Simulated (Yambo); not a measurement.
How GW settings move the gap: NaOH

G0W0@PBEsol for NaOH (space group P2_1/m, No. 11) in Yambo. Reference settings: 4×4×2 Γ-centred k mesh, bands 3 to 117 and a 8 Ry block in the screening, 117 bands in G with the Bruneval-Gonze terminator, plasmon pole fitted at 27.2 eV. The PBEsol gap Γ → Γ on this mesh is 3.30 eV; G0W0 gaps are taken between the same points.

| change from the reference | G0W0 gap Γ → Γ (eV) | shift of the valence edge (eV) |
|---|---|---|
| reference settings | 6.14 | -1.68 |
| 46 bands in W, 46 bands in G | 6.24 | -1.52 |
| 46 bands in G | 6.15 | -1.67 |
| 76 bands in G | 6.14 | -1.68 |
| 3 Ry block | 6.03 | -1.68 |
| 7 Ry block | 6.09 | -1.66 |
| 76 bands in G, no terminator | 5.96 | -1.36 |

The reference isn't shown to be the converged limit.

Geometry relaxed with PBE+D3(BJ); primitive cell a = 3.3674 Å, b = 3.4408 Å, c = 5.3010 Å, α = 90.00°, β = 102.92°, γ = 90.00°.

A shift is the quasiparticle energy of the state minus its PBEsol energy.
